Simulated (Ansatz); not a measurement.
The following input was run with Ansatz 0.2.0.

```yaml
crystal:
  lattice:
    - [-3.3248983208, 3.3248983208, 2.7715553656]
    - [3.3248983208, -3.3248983208, 2.7715553656]
    - [3.3248983208, 3.3248983208, -2.7715553656]
  atoms:
    - { symbol: In, position: [0.154573336, 0.654573336, 0.809146672] }
    - { symbol: In, position: [0.654573336, 0.845426664, 0.5] }
    - { symbol: In, position: [0.845426664, 0.345426664, 0.190853328] }
    - { symbol: In, position: [0.345426664, 0.154573336, 0.5] }
    - { symbol: Ag, position: [0.75, 0.75, 0.0] }
    - { symbol: Ag, position: [0.25, 0.25, 0.0] }
basis:
  ecutwfc: 500
kpoints:
  mp_grid: { grid: [8, 8, 8] }
hamiltonian:
  xc: r2scan
scf:
  occupations: { method: gaussian, width: 0.1 }
output:
  forces: true
  stress: true
  eigenvalues: true
relax:
  adjacent_minimum: "off"
  f_tol: 0.01
  max_steps: 30
  cell: { stress_tol: 0.1, fix: [volume] }
```

Command:
```bash
ansatz run input.yaml --threads 1 --pin off --max-ram 2560MiB --backend cpu --events-out ev --progress --plain --runs-dir out
```

These are results of DFT r2SCAN, scalar-relativistic, plane waves, PAW in Ansatz 0.2.0, not measurements.

Abridged output (final results; tables in files aren't shown):

```
SCF 3 converged in 4 iterations: F = -37655.141602 eV  dr2 = 4.88e-11
SCF converged after 4 iterations
Free energy (F): -37655.141602 eV
Harris-Foulkes:  -37655.141602 eV  (|F-HF|=1.16e-10)
Internal energy: -37655.127196 eV  (E = F + TS)
E sigma→0 (E₀):  -37655.134399 eV
Entropy (-TS):   -0.014407 eV (-2.401 meV/atom)
Fermi energy:    14.147828 eV
--- Per-component energies (eV) ---
  E_band       = -597.083801
  E_kinetic    = 2030.782154
  E_local      = -9508.474874  (includes V_loc(G=0)·N_el)
  E_nonlocal   = 1627.264445
  E_hartree    = 4119.003754
  E_xc         = -1166.918783
  E_vxc        = -962.812765  (∫ρ·V_xc dr)
  E_paw        = -24573.045561  (= ΣΔE_a)
  E_vpaw       = -2090.702900  (= ΣTr[D̂ρ^β])
  E_aug_tail   = 0.000149  (compensation charges beyond the density's cutoff)
  E_vtau       = 68.852649  (kinetic-family band-sum trace: ∫τ·v_τ [+ j·A + Jᵃ·Aᵃ] dr)
  E_ewald      = -10186.582042
  E_core_change = 2.843562  (= ΣΔE_core)
  E_smearing   = -0.014407  (= −TS)
--- Forces (eV/Å), atoms counted from 1 ---
  atom   1  In     0.00546055     0.00546055     0.00000000
  atom   2  In    -0.00546055     0.00546055     0.00000000
  atom   3  In    -0.00546055    -0.00546055     0.00000000
  atom   4  In     0.00546055    -0.00546055     0.00000000
  atom   5  Ag     0.00000000     0.00000000     0.00000000
  atom   6  Ag     0.00000000     0.00000000     0.00000000
--- Stress (GPa, compression-positive) ---
        7.550374       0.000000       0.000000
        0.000000       7.550374       0.000000
        0.000000       0.000000       7.468593
  P = ⅓ Tr σ = 7.5231 GPa (75.231 kbar)
--- Band table (eV; the first three rows and the last of 59) ---
  k-point 0: bands = ["-81.5672", "-81.5559", "-44.2254", "-44.1749", "-44.1749", "-44.1611", "-44.1611", "-44.0778", "-1.3745", "-1.3595", "-1.3177", "-1.3076", "-1.3076", "-1.2711", "-1.2364", "-1.1520", "-1.1358", "-1.1358", "-1.1065", "-1.1065", "-1.0565", "-1.0449", "-1.0087", "-1.0087", "-0.9570", "-0.9454", "-0.9454", "-0.9429", "3.5485", "7.1619", "7.1619", "7.1883", "7.2147", "8.0948", "8.3091", "8.6333", "9.1936", "9.1936", "9.4499", "11.4634", "11.4634", "11.9119", "12.5635", "13.0256", "13.3645", "13.3645", "13.6340", "14.6346", "14.6346", "14.8210", "16.7736", "20.0940", "20.2404", "20.4608"]
  k-point 1: bands = ["-81.5672", "-81.5559", "-44.2254", "-44.1749", "-44.1748", "-44.1611", "-44.1611", "-44.0778", "-1.3933", "-1.3643", "-1.3283", "-1.2962", "-1.2919", "-1.2760", "-1.2225", "-1.1616", "-1.1440", "-1.1328", "-1.1152", "-1.0969", "-1.0815", "-1.0355", "-1.0077", "-1.0024", "-0.9608", "-0.9463", "-0.9385", "-0.9227", "3.6716", "7.1248", "7.1805", "7.2047", "7.2345", "8.0719", "8.3362", "8.6000", "9.1870", "9.1941", "9.3907", "10.2737", "11.5878", "11.9123", "12.5472", "12.8818", "13.0006", "13.4257", "14.5512", "14.9211", "15.2912", "15.4987", "17.0445", "18.6700", "18.8242", "21.9767"]
  k-point 2: bands = ["-81.5672", "-81.5559", "-44.2255", "-44.1750", "-44.1748", "-44.1611", "-44.1611", "-44.0778", "-1.4304", "-1.3360", "-1.3310", "-1.3286", "-1.2848", "-1.2733", "-1.1967", "-1.1695", "-1.1549", "-1.1358", "-1.1273", "-1.1090", "-1.0795", "-1.0198", "-1.0178", "-1.0053", "-0.9775", "-0.9178", "-0.9138", "-0.9048", "4.0403", "6.9942", "7.1092", "7.2466", "7.3162", "8.0193", "8.4071", "8.5067", "8.9980", "9.1695", "9.1944", "9.2811", "11.5808", "11.8316", "12.2176", "12.2580", "13.0687", "13.5429", "15.5455", "16.1751", "16.3496", "16.7564", "17.6087", "17.8433", "18.0444", "22.6766"]
  k-point 58: bands = ["-81.5672", "-81.5559", "-44.2255", "-44.1750", "-44.1750", "-44.1611", "-44.1611", "-44.0778", "-1.4377", "-1.4122", "-1.4007", "-1.2538", "-1.2319", "-1.2319", "-1.2245", "-1.2245", "-1.1884", "-1.1674", "-1.1674", "-1.1256", "-1.0967", "-1.0352", "-1.0211", "-0.9803", "-0.8802", "-0.8802", "-0.8675", "-0.8675", "6.3681", "6.9214", "7.4203", "7.4203", "7.5268", "7.5268", "8.1583", "8.3200", "8.3507", "8.6627", "8.7240", "9.0626", "9.1518", "9.1518", "9.6197", "11.6592", "16.4612", "16.6362", "17.8245", "17.8245", "18.0826", "18.2708", "18.2708", "19.9266", "21.4481", "21.4481"]
--- Relaxed structure (2 steps of the walk, 2 accepted, 1 SCFs on fresh bases) ---
  F+E_penalty+E_count = -37655.14160213 eV   max|allowed force component| = 5.461e-3 eV/Å   (the final SCF, on the basis selected at the relaxed cell)
  cell:  # Å, volume = 122.5576 Å³
    - [-3.32800132, 3.32800132, 2.76638941]
    - [3.32800132, -3.32800132, 2.76638941]
    - [3.32800132, 3.32800132, -2.76638941]
  atoms:
    - { symbol: In, position: [0.15426136, 0.65426136, 0.80852273] }
    - { symbol: In, position: [0.65426136, 0.84573863, 0.5] }
    - { symbol: In, position: [0.84573863, 0.34573863, 0.19147726] }
    - { symbol: In, position: [0.34573863, 0.15426136, 0.5] }
    - { symbol: Ag, position: [0.75, 0.75, 0.0] }
    - { symbol: Ag, position: [0.24999999, 0.24999999, 0.0] }
```

The relaxation met its thresholds.

Time: 2.8 min on 1 thread of Arm Neoverse V1 (shared host), peak memory 0.87 GiB.